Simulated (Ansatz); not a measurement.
TeAs: a vibration from a frozen displacement

Theory: DFT PBEsol, scalar-relativistic, plane waves, PAW in Ansatz 0.2.0. Settings: plane waves to 420 eV, k-mesh 14×14×14 (Γ-centred), Gaussian smearing 0.15 eV. Spin–orbit coupling is left out, which matters for the heavy elements here. No spin polarisation. Energies are free energies at this smearing, counted from the undisturbed cell; pressure is positive in compression.

The starting cell (as given, not relaxed at this level; it stands at -3.0 GPa, and it needn't be the usual structure):

```
Te As
1.0
     0.00000    2.96767    2.96767
     2.96767    0.00000    2.96767
     2.96767    2.96767    0.00000
Te As
1 1
Direct
  0.50000 0.50000 0.50000
  0.00000 0.00000 0.00000
```

Every Te atom is moved by x along the Cartesian unit vector (0.000, 0.000, -1.000); the cell and all other atoms stay fixed. The cell's volume is 52.27 Å³; the moved atoms weigh 127.600 u together and the others 74.922 u. Some rows repeat others by symmetry and weren't run.

| x (Å) | ΔE (meV/cell) | total force on the moved atoms along the move (eV/Å) | pressure (GPa) |
| --- | --- | --- | --- |
| -0.5000 | 413.46 | 2.0959 | 4.1769 |
| -0.4375 | 299.10 | 1.5759 | 2.5238 |
| -0.3750 | 212.76 | 1.2178 | 1.0422 |
| -0.3125 | 144.63 | 0.9714 | -0.2323 |
| -0.2500 | 90.59 | 0.7599 | -1.2476 |
| -0.1875 | 49.71 | 0.5485 | -2.0027 |
| -0.1250 | 21.69 | 0.3518 | -2.5301 |
| -0.0625 | 5.37 | 0.1724 | -2.8493 |
| 0.0000 | 0.00 | 0.0000 | -2.9567 |
| 0.0625 | 5.37 | -0.1724 | -2.8493 |
| 0.1250 | 21.69 | -0.3518 | -2.5301 |
| 0.1875 | 49.71 | -0.5485 | -2.0027 |
| 0.2500 | 90.59 | -0.7599 | -1.2476 |
| 0.3125 | 144.63 | -0.9714 | -0.2323 |
| 0.3750 | 212.76 | -1.2178 | 1.0422 |
| 0.4375 | 299.10 | -1.5759 | 2.5238 |
| 0.5000 | 413.46 | -2.0959 | 4.1769 |

Problem. What frequency belongs to this motion?

Solution. The force constant is k = −dF/dx = 2.758 eV/Å², from the parabola through x = -0.0625, 0 and 0.0625. In every cell the moved atoms swing against the rest, so the mass is μ = m₁m₂/(m₁ + m₂) = 47.205 u, and ν̃ = 521.5 cm⁻¹ × √(|k|/μ) = 126 cm⁻¹, at this cell's pressure of -3.0 GPa. To first order in x, and within 1 %, the force on every atom lies along the move and, within each of the two groups, in proportion to the atom's mass, so this is itself a mode at the zone centre of this cell.

Problem. How far does the harmonic law reach?

Solution. At x = -0.500 Å, kx²/2 = 344.80 meV against the computed 413.46 meV (+19.9 %): the well stiffens in this direction at large amplitude.

Problem. The pressure changes with x². What does that say about the frequency under compression?

Solution. With E = k(V)x²/2, k ∝ V^(−2γ) and x scaling with the cell as V^(1/3), P − P0 = −∂E/∂V = (2γ − 2/3) ΔE/V. At x = 0.1250 Å, V(P − P0) = 52.27 × 0.42658 / 160.2 eV = 139.18 meV and ΔE = 21.69 meV, so γ = 1/3 + V(P − P0)/(2ΔE) = 3.54. This is the Grüneisen parameter of the motion under uniform scaling of the cell: shrinking the cell evenly by 1 % in volume raises the frequency by about 3.54 %.

In a metal these slopes depend on the k mesh and the smearing.